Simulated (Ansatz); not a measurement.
SiC2N4:
```cif
data_C8N16Si4
_chemical_formula_sum 'C8 Si4 N16'
_space_group_name_H-M_alt 'Imma'
_space_group_IT_number 74
_space_group_name_Hall '-I 2b 2'
_cell_length_a 4.79014
_cell_length_b 5.62064
_cell_length_c 7.89005
_cell_angle_alpha 90.000
_cell_angle_beta 90.000
_cell_angle_gamma 90.000
loop_
_atom_site_label
_atom_site_type_symbol
_atom_site_symmetry_multiplicity
_atom_site_Wyckoff_symbol
_atom_site_fract_x
_atom_site_fract_y
_atom_site_fract_z
_atom_site_occupancy
C1 C 4 c 0.25000 0.25000 0.25000 1
Si1 Si 4 a 0.00000 0.00000 0.00000 1
C2 C 4 e 0.00000 0.25000 0.59466 1
N1 N 8 i 0.24613 0.25000 0.52898 1
N2 N 8 h 0.00000 0.06190 0.23404 1
```
(The calculation used a cell of 14 atoms; values per cell refer to that cell.)

Relaxed at zero pressure with plane-wave PAW PBE (Ansatz code).

**Question.** The volume is lowered by 6 % and shape and atoms relax at that volume. What pressure results, and how do the axes share the change?

**Answer.** 5.7 GPa; a -0.1 %, b -3.8 %, c -2.2 %; the energy rises by 8 meV/atom.

**Question.** Give the new structure.

**Answer.** 
Space group Imma (No. 74); a = 4.787 Å, b = 5.408 Å, c = 7.713 Å, α = β = γ = 90.00°

```csv
atom,site,symmetry,x,y,z
C,4c,.2/m.,0.2500,0.2500,0.2500
Si,4a,2/m..,0.0000,0.0000,0.0000
C,4e,mm2,0.0000,0.2500,0.6048
N,8i,.m.,0.2435,0.2500,0.5256
N,8h,m..,0.0000,0.0537,0.2383
```

The phase is kept; no other phase was compared at this pressure.

The start of the workflow was typed in or built on a structure type; neither database checked (COD, Materials Project) lists it. COD files the formula under space group No. 224. Whether it is the stable phase at ambient conditions was not checked. The cell was relaxed with PBE under the symmetry of its start; whether a distortion lowers the energy is not shown. The volume moved by 30 % from the start of the relaxation. Its formation energy is positive at this level, so the cell may be metastable or incomplete.

Potentials: the earlier of the program's two PAW sets.
